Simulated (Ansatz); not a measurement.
Relaxation of a relaxed TaGe2 cell, doubled along one cell vector, shaken by Gaussian noise of σ = 0.08 Å a coordinate; 6 atoms in the cell, which starts as P1 (No. 1), aP6; a = b = 4.778 Å, c = 4.857 Å, α = γ = 90.00°, β = 119.46°. Level of theory: r2SCAN (plane waves to 500 eV, PAW, scalar-relativistic; Ansatz, a quantum-chemistry and plane-wave program). Γ-centred k-mesh 7×7×5 on the run's cell (coarser than for final values), Fermi–Dirac smearing 0.05 eV. This is the first round of the run. 

The optimiser's lines from the output (shortened; P is positive under compression):

```
relax step   1: F+E_penalty+E_count = -37100.13232588 eV  Δ(F+E_penalty+E_count) = +0.000e0 eV  max|allowed force component| = 2.467e0 eV/Å  Δτ_max = 0.0000 Å  P = +5.204 GPa  Ω = 96.529 Å³  (8 SCF iters, dr2 threshold 1.00e-7 eV, accepted)
relax step   2: F+E_penalty+E_count = -37101.05865265 eV  Δ(F+E_penalty+E_count) = -9.263e-1 eV  max|allowed force component| = 6.477e-1 eV/Å  Δτ_max = 0.1948 Å  P = +0.925 GPa  Ω = 96.145 Å³  (9 SCF iters, dr2 threshold 6.00e-7 eV, accepted)
relax step   3: F+E_penalty+E_count = -37101.10710376 eV  Δ(F+E_penalty+E_count) = -4.845e-2 eV  max|allowed force component| = 5.318e-2 eV/Å  Δτ_max = 0.0833 Å  P = -0.238 GPa  Ω = 96.760 Å³  (8 SCF iters, dr2 threshold 6.00e-7 eV, accepted)
relax step   4: F+E_penalty+E_count = -37101.13344902 eV  Δ(F+E_penalty+E_count) = -2.635e-2 eV  max|allowed force component| = 4.981e-2 eV/Å  Δτ_max = 0.0191 Å  P = +0.209 GPa  Ω = 96.443 Å³  (6 SCF iters, dr2 threshold 6.00e-7 eV, accepted)
relax step   5: F+E_penalty+E_count = -37101.13332202 eV  Δ(F+E_penalty+E_count) = +1.270e-4 eV  max|allowed force component| = 7.353e-2 eV/Å  Δτ_max = 0.0095 Å  P = -0.270 GPa  Ω = 96.796 Å³  (6 SCF iters, dr2 threshold 6.00e-7 eV, accepted)
relax step   6: F+E_penalty+E_count = -37101.13458545 eV  Δ(F+E_penalty+E_count) = -1.263e-3 eV  max|allowed force component| = 1.073e-3 eV/Å  Δτ_max = 0.0059 Å  P = -0.001 GPa  Ω = 96.574 Å³  (4 SCF iters, dr2 threshold 6.00e-7 eV, accepted)
relax step   7: F+E_penalty+E_count = -37101.13460792 eV  Δ(F+E_penalty+E_count) = -2.247e-5 eV  max|allowed force component| = 9.651e-4 eV/Å  Δτ_max = 0.0000 Å  P = -0.002 GPa  Ω = 96.574 Å³  stress off target by 7.98e-3 GPa  SCF on the basis re-selected at this cell (its energy is not comparable with the rows above)  (6 SCF iters)
```

From the first to the last row the energy changes by -0.17 eV/atom and the volume by 0.0 %. The last row is marked as not comparable with the walk above it, whose basis was carried along; it does compare with step 1, since both stand on a basis selected at the nominal cutoff for their own cell.

Later rounds, restarted from the end of this one on a renewed k-mesh, logged 4 more steps and released under 0.01 eV/atom more. The final structure after all rounds: I4/mmm (No. 139), tI6; a = b = 3.377 Å, c = 8.462 Å, α = β = γ = 90.00°. No spin polarisation in the result. The relaxed primitive cell holds an odd number of electrons. A magnetic state may lie lower.

The relaxed structure here is a generated cell of TaGe2: the first start was made by a random draw of sites in a space group, and the end was not matched to a known phase here, so it may be hypothetical.
